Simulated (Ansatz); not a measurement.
Ti:
Space group P6₃/mmc (No. 194); a = 2.9393 Å, b = 2.9393 Å, c = 4.6481 Å, α = 90.00°, β = 90.00°, γ = 120.00°

```json
[
 {"atom": "Ti", "site": "2d", "symmetry": "-6m2", "x": "0.6667", "y": "0.3333", "z": "0.2500"}
]
```

Relaxed with PBE.

Which orbitals make up the states near the Fermi level in PBE (plane waves, PAW; program Ansatz)?

Within 0.5 eV of the Fermi level: Ti 3d 91 %. Projections are on Löwdin-orthogonalised atomic valence shells; empty p or d shells of many metals are not among them.

Tabulate the density of states.

States/eV per cell of 2 atoms, in 0.25 eV bins, energy from the Fermi level.

```
E (eV)  total  Ti 3d  Ti 4s  Ti 3p
------  -----  -----  -----  -----
-6.35    0.00   0.00   0.00   0.00
-6.10    0.04   0.00   0.03   0.00
-5.85    0.10   0.00   0.09   0.00
-5.60    0.14   0.00   0.12   0.00
-5.35    0.18   0.00   0.15   0.00
-5.10    0.22   0.00   0.18   0.00
-4.85    0.25   0.01   0.21   0.01
-4.60    0.30   0.01   0.25   0.01
-4.35    0.33   0.02   0.28   0.01
-4.10    0.37   0.03   0.30   0.01
-3.85    0.43   0.05   0.35   0.01
-3.60    0.51   0.09   0.39   0.01
-3.35    0.60   0.14   0.43   0.01
-3.10    0.75   0.23   0.48   0.01
-2.85    1.05   0.46   0.55   0.02
-2.60    1.82   1.13   0.64   0.02
-2.35    1.88   1.29   0.54   0.02
-2.10    2.23   1.72   0.45   0.02
-1.85    2.57   2.17   0.32   0.02
-1.60    2.83   2.54   0.19   0.02
-1.35    2.16   1.95   0.10   0.02
-1.10    2.70   2.43   0.13   0.02
-0.85    3.68   3.24   0.19   0.02
-0.60    3.80   3.37   0.17   0.02
-0.35    1.55   1.41   0.06   0.01
-0.10    1.63   1.46   0.05   0.01
0.15     3.47   3.18   0.11   0.01
0.40     4.37   4.02   0.14   0.01
0.65     4.24   3.83   0.16   0.01
0.90     5.04   4.55   0.20   0.01
1.15     4.66   4.28   0.13   0.01
1.40     2.90   2.69   0.05   0.00
1.65     2.13   2.05   0.02   0.00
1.90     2.13   2.09   0.02   0.00
2.15     2.15   2.11   0.02   0.00
2.40     2.27   2.23   0.02   0.00
2.65     2.63   2.57   0.04   0.00
```

Space group P6_3/mmc (hcp (Mg type)). Symmetry was held in the PBE relaxation. No spin polarisation was allowed. Axis ratios of metals converge slowly with the k-mesh, so a and c are less sure than the volume.

Potentials: the later of the program's two PAW sets.
